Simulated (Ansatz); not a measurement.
The elements of this relaxed trial crystal are hidden behind letters.

```
lattice vectors (Å)
   3.9724    0.0000    0.0000
  -1.9862    3.4402    0.0000
   0.0000    0.0000    4.9696
fractional positions
X 0.6667 0.3333 0.2486
X 0.3333 0.6667 0.7514
Z 0.6667 0.3333 0.7399
Z 0.3333 0.6667 0.2601
Z 0.0000 0.0000 0.0000
```

Method: DFT PBE, scalar-relativistic, plane waves, PAW (Ansatz). Plane waves to 420 eV, a 12×12×8 mesh through Γ for the 5-atom cell and 0.10 eV Gaussian smearing; no spin polarisation.

```
Space group                                : P-3m1 (No. 164)
Conventional cell                          : a = 3.972 Å, c = 4.970 Å
Volume per atom                            : 13.58 Å³
Density                                    : 5.25 g/cm³
Formation energy                           : +0.19 eV/atom
Gap on the 12×12×8 mesh of the 5-atom cell : 0 eV (a metal)
```

Energies are uncorrected and count from the elements' standard states at the same level.

Q: X is a d-block element of period 5 and Z is a p-block element of period 2. Which elements are they?

A: X = Zr, Z = B, so the formula is Zr2B3. Density times volume gives a mean mass of 5.25 × 13.58/1.6605 = 42.9 u per atom, and this set has 43.0 u. Among the elements that the hints allow, noble gases aside, only these give it. Around Zr lie 3 B at 2.29 Å and 5 B at 2.44–2.60 Å; B on a site of symmetry 3m is surrounded by 3 Zr at 2.29 Å, 2 Zr at 2.44–2.53 Å and 3 B at 2.63 Å; around B on a site of symmetry -3m lie 6 Zr at 2.60 Å and 6 B at 2.63 Å.

A structure relaxed within its symmetry needn't be a true minimum. Another cell of Zr2B3 relaxed alike, in P-1, lies 0.74 eV/atom lower, so this cell isn't the stable form at this level.
